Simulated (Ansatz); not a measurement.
ZrSiS:
```yaml
crystal:
  lattice:
    - [3.51862, 0.00000, 0.00000]
    - [0.00000, 3.51862, 0.00000]
    - [0.00000, 0.00000, 8.02941]
  atoms:
    - { symbol: S, position: [0.00000, 0.50000, 0.62047] }
    - { symbol: S, position: [0.50000, 0.00000, 0.37953] }
    - { symbol: Si, position: [0.00000, 0.00000, 0.00000] }
    - { symbol: Si, position: [0.50000, 0.50000, 0.00000] }
    - { symbol: Zr, position: [0.00000, 0.50000, 0.27101] }
    - { symbol: Zr, position: [0.50000, 0.00000, 0.72899] }
```

Relaxed with PBEsol. Special points in fractions of this cell's reciprocal vectors: Γ (0.000, 0.000, 0.000); X (0.000, 0.500, 0.000); M (0.500, 0.500, 0.000); Z (0.000, 0.000, 0.500); R (0.000, 0.500, 0.500); A (0.500, 0.500, 0.500).

Problem. List the band energies nearest the Fermi level at these points for the program Ansatz at the PBEsol with spin–orbit coupling level (PAW).

Solution. In eV from the Fermi level; about four levels below and three above (degenerate sets whole), none deeper than 8.9 eV; points with the same levels are listed once.

| k | below | above |
|---|---|---|
| Γ | -2.05 -2.05 -1.19 -1.19 | 0.20 0.20 0.85 0.85 |
| X | -0.60 -0.60 -0.60 -0.60 | 0.76 0.76 0.76 0.76 |
| M | -2.20 -2.20 -2.20 -2.20 | 2.94 2.94 2.94 2.94 |
| Z | -2.07 -2.07 -1.97 -1.97 | 1.23 1.23 1.31 1.31 |
| R | -0.36 -0.36 -0.36 -0.36 | 0.83 0.83 0.83 0.83 |
| A | -2.18 -2.18 -2.18 -2.18 | 1.21 1.21 1.21 1.21 |

Space group P4/nmm. The workflow started from an entry of the Crystallography Open Database (COD). Its standing as an ambient phase is unchecked. The PBEsol relaxation kept the symmetry of its start; whether a distortion lowers the energy is not shown. The run is not spin-polarised.

Potentials: the later of the program's two PAW sets.
